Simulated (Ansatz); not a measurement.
A generator proposed this cell of BiSe4.

```
Bi Se
1.0
    -2.47491    2.47491    5.90997
     2.47491   -2.47491    5.90997
     2.47491    2.47491   -5.90997
Bi Se
1 4
Direct
  0.00000 0.00000 0.00000
  0.61834 0.61834 0.00000
  0.75000 0.25000 0.50000
  0.25000 0.75000 0.50000
  0.38166 0.38166 0.00000
```

All numbers below come from DFT PBE, scalar-relativistic, plane waves, PAW in Ansatz. Plane waves to 420 eV, a k mesh through Γ of 6×6×6 on the computed 5-atom cell and Gaussian smearing (0.10 eV); no spin polarisation.

Formation energies are uncorrected and refer to the elements' standard structures at the same level.

Problem. What does a single point on this coarse mesh give?

Solution. The pressure is -5.4 GPa (the mean over three directions, positive in compression), the largest force is 0.04 eV/Å, and the energy is +0.69 eV/atom against the elements. The shortest distance is 2.80 Å.

Problem. How much does it gain on relaxing, and where does it end?

Solution. Relaxing gains about 0.43 eV/atom (the start's value is from the coarse mesh, so the gain is rough) in 18 ionic steps and ends at +0.27 eV/atom on the finer mesh. The symmetry stays I4/mmm (No. 139). The volume per atom shrinks by 6.0 %, from 29.0 to 27.2 Å³. The shortest distance goes from 2.80 Å (Se–Se) to 2.78 Å (Se–Se). The ratio c/a of the conventional cell changes by a factor of 0.71. Conventional cell: a = 5.440 Å, c = 9.196 Å. Bi has 2 Se at 2.86 Å and 8 Se at 3.56 Å; around Se on a site of symmetry 4mm lie 4 Se at 2.78 Å and 1 Bi at 2.86 Å; Se on a site of symmetry -4m2 has 4 Se at 2.78 Å.

The last run used a 10×10×10 mesh for its 5-atom cell and Gaussian smearing of 0.10 eV. These runs have no spin–orbit coupling, which can matter for Bi. An odd number of electrons in the primitive cell allows no gap without spin; a larger cell or a magnetic state could open one. The cell is a metal run without spin; a magnetic state may lie lower. The reference form of Se is held partly by dispersion forces, which this level lacks. The relaxation can't lower the symmetry of the start. Symmetry constrained the relaxation, so the result can be a saddle point. Another cell of BiSe4 relaxed alike, in I4/m, lies 201 meV/atom lower, so this cell isn't the stable form at this level.
